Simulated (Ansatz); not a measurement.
A geometry of Si2W away from equilibrium: step 2 of the relaxation of a relaxed Si2W cell shaken by Gaussian noise of σ = 0.08 Å a coordinate. Computed with r2SCAN (plane waves to 500 eV, PAW, scalar-relativistic; Ansatz, a quantum-chemistry and plane-wave program). Γ-centred k-mesh 5×5×5 on the run's cell (coarser than for final values), Fermi–Dirac smearing 0.05 eV.

```
Si2W
1.0
   -0.07811     4.65538     4.67949
    4.60051    -0.04111     4.64250
    4.57789     4.59576    -0.01849
Si W
6 3
Cartesian
  0.00897   2.49471   2.44538
  4.66318   2.50986   2.32945
  2.27698   4.69664   2.38013
  2.20815   0.01736   2.35018
  2.00832   2.50506   4.71063
  2.31192   2.16565  -0.04095
  6.87639   6.95662   6.98926
  2.33118   2.34809   2.35757
 -0.09060  -0.25313   0.09660
```

Problem. Predict the force on each atom, in eV/Å.

Solution. 
```
atom     Fx     Fy     Fz
----  -----  -----  -----
Si1    0.25   0.62   0.61
Si2   -0.76   0.46  -0.68
Si3    0.29  -0.54  -0.29
Si4    0.17   0.51  -0.28
Si5   -1.13   1.02  -0.90
Si6    0.12   0.04   1.55
W7     0.60  -0.15   0.73
W8     0.38  -0.47  -1.13
W9     0.08  -1.49   0.39
```

Problem. What is the pressure?

Solution. -0.2 GPa, compression positive.

Problem. How far above the relaxed end point is this geometry?

Solution. about 1.1 eV/atom; the path ends in P1 (No. 1).

No spin polarisation in the result.

The end of the path is a generated cell of Si2W: the first start was made by a random draw of sites in a space group, and the end was not matched to a known phase here, so it may be hypothetical. Known forms of Si2W include space group No. 139.
